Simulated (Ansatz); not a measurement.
Pd (fcc, Cu type): frozen-phonon scan

Starting cell, Pd (fcc, Cu type):

```
CELL_PARAMETERS angstrom
      0.00000     3.94276     3.94276
      1.97138     0.00000     1.97138
      1.97138     1.97138     0.00000
ATOMIC_POSITIONS crystal
  Pd 0.00000 0.00000 0.00000
  Pd 0.50000 0.00000 0.00000
```

The atoms are displaced by Q × the pattern below (from a DFPT mode at L = (0.5, 0.0, 0.0), largest move 1; Q in Å), at fixed cell. It is one choice among 2 degenerate patterns. (q is in reciprocal vectors of the primitive cell; the cell shown is doubled to hold the pattern.)

```csv
atom,x,y,z
Pd1,-0.285,0.520,-0.805
Pd2,0.285,-0.520,0.805
```

The numbers are results of PBE (plane waves to 420 eV, PAW, scalar-relativistic; Ansatz, a program for electronic structure), not measurements. k mesh 10×20×20 (Γ-centred), Fermi-Dirac smearing 0.05 eV. The energy includes the smearing's −TS. Compression counts positive. With partly filled bands, energies and forces of such displacements shift with the k mesh and the smearing. Pd is run without spin polarisation. Pd was relaxed with its symmetry unable to fall. ΔE is measured from the undisplaced structure.

```
Q (Å)   ΔE (meV/cell)  P (GPa)  −dE/dQ from forces (eV/Å)
------  -------------  -------  -------------------------
-0.100           40.5      0.7                      0.748
-0.083           28.8      0.5                      0.653
-0.067           18.8      0.3                      0.544
-0.050           10.7      0.2                      0.421
-0.033            4.8      0.1                      0.287
-0.017            1.2      0.0                      0.145
0.000             0.0      0.0                      0.000
0.017             1.2      0.0                     -0.145
0.033             4.8      0.1                     -0.287
0.050            10.7      0.2                     -0.421
0.067            18.8      0.3                     -0.544
0.083            28.8      0.5                     -0.653
0.100            40.5      0.7                     -0.748
```

Key numbers:

The energy at Q = 0.100 Å is 40.5 meV/cell. Space group of the distorted cell: P-1 (No. 2), lowered from Fm-3m. Symmetry of the curve: even: the same for both signs. Shape of the curve: a single well with its minimum at or next to zero displacement. Harmonic wavenumber from the curvature (finite differences): 106 cm⁻¹.

(For displaced atoms, the force is minus the slope of the energy, and its curvature is a force constant, which sets phonon frequencies.)
